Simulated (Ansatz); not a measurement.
Input, command and steps of an Ansatz relaxation.

```yaml
crystal:
  lattice:
    - [2.9809235755, 0.0, 0.0]
    - [-1.4904617877, 2.5815555431, 0.0]
    - [0.0, 0.0, 5.8344866014]
  atoms:
    - { symbol: Cd, position: [0.3333333333, 0.6666666667, 0.25] }
    - { symbol: Cd, position: [0.6666666667, 0.3333333333, 0.75] }
basis:
  ecutwfc: 500
kpoints:
  mp_grid: { grid: [18, 18, 8] }
hamiltonian:
  xc: r2scan
scf:
  occupations: { method: gaussian, width: 0.1 }
output:
  forces: true
  stress: true
  eigenvalues: true
relax:
  adjacent_minimum: "off"
  f_tol: 0.008
  max_steps: 50
  cell: { stress_tol: 0.08, p_target: -2.0 }
```

```bash
ansatz run input.yaml --threads 1 --pin off --max-ram 2560MiB --backend cpu --events-out ev --progress --plain --runs-dir out
```

Level of theory: DFT r2SCAN, scalar-relativistic, plane waves, PAW (Ansatz).

Of 5 frames 5 are shown, positions in Å and forces in eV/Å; the SCF threshold varies from step to step. Steps run on the plane waves of an earlier cell, with a Pulay correction in the pressure. The basis is chosen afresh for the last frame, the zero of the energies, and at times for earlier ones too; energy and pressure can step there, also at an unchanged geometry. Where two frames share a geometry here, they differ by under 2 meV/atom and 0.3 GPa. The relaxation lowers the enthalpy F + PV at the target pressure, so the free energy itself can rise.

```xyz
2
Lattice="2.9809 0.0000 0.0000 -1.4905 2.5816 0.0000 0.0000 0.0000 5.8345" Properties=species:S:1:pos:R:3:forces:R:3 pbc="T T T" step=1 free_energy_over_end_meV_per_atom=-5.99 pressure_GPa=-1.04
Cd    0.0000    1.7210    1.4586    0.0000    0.0000    0.0000
Cd    1.4905    0.8605    4.3759    0.0000    0.0000    0.0000
2
Lattice="2.9951 0.0000 0.0000 -1.4975 2.5938 0.0000 0.0000 0.0000 5.9241" Properties=species:S:1:pos:R:3:forces:R:3 pbc="T T T" step=2 free_energy_over_end_meV_per_atom=-0.88 pressure_GPa=-2.03
Cd    0.0000    1.7292    1.4810    0.0000    0.0000    0.0000
Cd    1.4975    0.8646    4.4431    0.0000    0.0000    0.0000
2
Lattice="2.9892 0.0000 0.0000 -1.4946 2.5887 0.0000 0.0000 0.0000 5.9763" Properties=species:S:1:pos:R:3:forces:R:3 pbc="T T T" step=3 free_energy_over_end_meV_per_atom=0.11 pressure_GPa=-2.03
Cd    0.0000    1.7258    1.4941    0.0000    0.0000    0.0000
Cd    1.4946    0.8629    4.4822    0.0000    0.0000    0.0000
2
Lattice="2.9862 0.0000 0.0000 -1.4931 2.5861 0.0000 0.0000 0.0000 5.9961" Properties=species:S:1:pos:R:3:forces:R:3 pbc="T T T" step=4 free_energy_over_end_meV_per_atom=0.46 pressure_GPa=-2.00
Cd    0.0000    1.7241    1.4990    0.0000    0.0000    0.0000
Cd    1.4931    0.8620    4.4971    0.0000    0.0000    0.0000
2
Lattice="2.9862 0.0000 0.0000 -1.4931 2.5861 0.0000 0.0000 0.0000 5.9961" Properties=species:S:1:pos:R:3:forces:R:3 pbc="T T T" step=5 free_energy_over_end_meV_per_atom=0.00 pressure_GPa=-1.98
Cd    0.0000    1.7241    1.4990    0.0000    0.0000    0.0000
Cd    1.4931    0.8620    4.4971    0.0000    0.0000    0.0000
```

It took 89 s on 1 thread of Arm Neoverse V2 (shared host), peak memory 0.57 GiB.